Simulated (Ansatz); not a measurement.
ZnS:
Space group R3m, hexagonal axes (No. 160); a = b = 3.807 Å, c = 28.070 Å, α = β = 90.00°, γ = 120.00°

```
atom  site  symmetry       x       y       z
----  ----  --------  ------  ------  ------
Zn      3a        3m  0.0000  0.0000  0.0000
Zn      3a        3m  0.0000  0.0000  0.7777
Zn      3a        3m  0.0000  0.0000  0.5554
S       3a        3m  0.0000  0.0000  0.9167
S       3a        3m  0.0000  0.0000  0.4722
S       3a        3m  0.0000  0.0000  0.6946
```
(The calculation used a cell of 6 atoms; values per cell refer to that cell.)

Relaxed with r²SCAN. The program Ansatz at the r²SCAN level (PAW) gives a gap of 2.75 eV.

Question: What gap does HSE06 give on the same cell (Ansatz, PAW)?

Answer: 3.42 eV, 0.67 eV more. The hybrid was solved on a coarser mesh and at special points; its gap is the smallest among all of these.

| k | v1 r²SCAN | c1 r²SCAN | v1 HSE06 | c1 HSE06 |
|---|---|---|---|---|
| Γ | 0.00 | 2.75 | 0.00 | 3.42 |
| T | -0.24 | 3.67 | -0.25 | 4.42 |
| L | -0.91 | 3.73 | ___ | ___ |
| F | -1.30 | 3.76 | ___ | ___ |
| S0 | -1.48 | 4.78 | ___ | ___ |
| H0 | -1.48 | 4.83 | ___ | ___ |

Question: Top valence (v1) and lowest conduction level (c1) in eV from each method's valence maximum (which need not be a listed point): supply the withheld HSE06 values.

Answer: 
- S0, v1 HSE06: -1.51
- S0, c1 HSE06: 5.52
- H0, v1 HSE06: -1.51
- H0, c1 HSE06: 5.57
- L, v1 HSE06: -0.94
- L, c1 HSE06: 4.44
- F, v1 HSE06: -1.34
- F, c1 HSE06: 4.48

Cost on shared cores: the r²SCAN run (SCF on a 8×8×8 mesh, then bands and DOS) very roughly 4 core-minutes, the HSE06 run (SCF on 5×5×5, then a few points) about 15 core-minutes (a rough figure); the tasks are unlike.

The first step of the workflow began from a Materials Project structure, measured or hypothetical; the Crystallography Open Database files this formula in space group No. 160, but the cells were not matched. It is not the phase usual at ambient conditions (space group No. 186, 216). The r²SCAN relaxation kept the symmetry of its start; its stability against distortions is not shown here.

Potentials: the later of the program's two PAW sets.
